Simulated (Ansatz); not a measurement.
Property card for InCl3

InCl$_{3}$:
```yaml
crystal:
  lattice:
    - [9.44015, 0.00000, 0.00000]
    - [-4.72007, 8.17541, 0.00000]
    - [0.00000, 0.00000, 3.41413]
  atoms:
    - { symbol: In, position: [0.66667, 0.33333, 0.25000] }
    - { symbol: In, position: [0.33333, 0.66667, 0.75000] }
    - { symbol: Cl, position: [0.78348, 0.21652, 0.75000] }
    - { symbol: Cl, position: [0.21652, 0.78348, 0.25000] }
    - { symbol: Cl, position: [0.56696, 0.78348, 0.25000] }
    - { symbol: Cl, position: [0.43304, 0.21652, 0.75000] }
    - { symbol: Cl, position: [0.78348, 0.56696, 0.75000] }
    - { symbol: Cl, position: [0.21652, 0.43304, 0.25000] }
```

Space group P6_3/mmc (No. 194); conventional cell a = b = 9.440 Å, c = 3.414 Å, α = β = 90.00°, γ = 120.00°.

Method: plane-wave PAW r²SCAN (Ansatz code). Geometry: relaxed at this level of theory. Other levels are named where they apply.

**Cell and energy**

- Volume per atom: 32.94 Å³
- Density: 2.79 g/cm³
- Formation energy from the elements (no fitted shifts): -1.17 eV/atom

**Electronic structure**

- Band gap: 3.56 eV (indirect)
- Valence-band maximum: on the Γ–A line, 50 % of the way from Γ
- Conduction-band minimum: on the Γ–A line, 95 % of the way from Γ (2 equivalent valleys)
- Smallest direct gap on the standard path: 3.68 eV

The first step of the workflow began from a Materials Project structure, measured or hypothetical; the Crystallography Open Database copy checked does not list it. COD files the formula under space group No. 12. Whether it is the stable phase at ambient conditions was not checked. The r²SCAN relaxation kept the symmetry of its start; whether a distortion lowers the energy is not shown. A crystal of weakly bound chains computed without a dispersion correction: the cell and the soft elastic constants depend strongly on that. The references are the lowest solids computed at this level, not always the standard phases (solids in place of the gases). Spin–orbit coupling is left out wherever it is not named.

Potentials: the later of the program's two PAW sets.
